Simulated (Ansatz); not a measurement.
## Computed properties of Bi2S3

Bi2S3:
```
CELL_PARAMETERS angstrom
      3.99618     0.00000     0.00000
     -1.99809     3.46079     0.00000
      0.00000     0.00000     9.55135
ATOMIC_POSITIONS crystal
  Bi 0.33333 0.66667 0.19350
  Bi 0.66667 0.33333 0.80650
  S  0.00000 0.00000 0.00000
  S  0.33333 0.66667 0.65583
  S  0.66667 0.33333 0.34417
```

Space group P-3m1 (No. 164), La2O3 or Ni2Al3 type; conventional cell a = 3.996 Å, b = 3.996 Å, c = 9.551 Å, α = 90.00°, β = 90.00°, γ = 120.00°.

Method: DFT-PBEsol in the program Ansatz with PAW potentials. The cell and atoms are relaxed at this level. Other levels are named where they apply.

Cell and energy:

| Property | Result |
|---|---|
| Volume per atom | 26.42 Å³ |
| Density | 6.46 g/cm³ |
| Formation energy from the elements (no fitted shifts) | -0.37 eV/atom |

Electronic structure:

| Item | Value |
|---|---|
| Band gap | 0.77 eV (direct) |
| Valence-band maximum | at Γ |
| Conduction-band minimum | at Γ |
| Electron effective mass | 0.14, 0.14, 22 mₑ (principal values) |
| Hole effective mass | 0.86, 2.4, 2.4 mₑ (principal values) |

Mechanics:

| Item | Value |
|---|---|
| Elastic constants (relaxed ions, GPa) | C11 = 81.2, C12 = 25.4, C13 = 10.8, C14 = -0.1, C33 = 19.3, C44 = 6.0 |
| Mechanical stability | stable (all eigenvalues of C positive) |
| Hill bulk and shear moduli | 24.3 and 13.4 GPa |
| Young's modulus | 34.0 GPa |
| Poisson's ratio | 0.27 |
| Debye temperature from the elastic constants | 160 K |

Dielectric response:

| Quantity | Value |
|---|---|
| Electronic dielectric constant ε∞ (DFPT) | 14.7 (xx = yy), 7.66 (zz) |
| Born charges (a third of the trace) | Bi +4.64, S -3.51 to -2.88 e |

Phonons:

| Property | Result |
|---|---|
| Highest zone-centre frequency (without LO–TO term) | 7.83 THz |
| Zone-centre stability | no imaginary mode at Γ |

A made-up cell: these elements were put on the sites of a structure type; neither database checked (COD, Materials Project) lists it. COD files the formula under space group No. 62. Its standing as an ambient phase is unchecked. The cell was relaxed with PBEsol under the symmetry of its start. The references are the lowest solids computed at this level, not always the standard phases. Scalar-relativistic: spin–orbit coupling is off unless named, which matters more the heavier the elements.

Potentials: the earlier of the program's two PAW sets. The files were generated under PBE; for other functionals the program regenerates the frozen cores, and for LDA and PBEsol the local potential too.
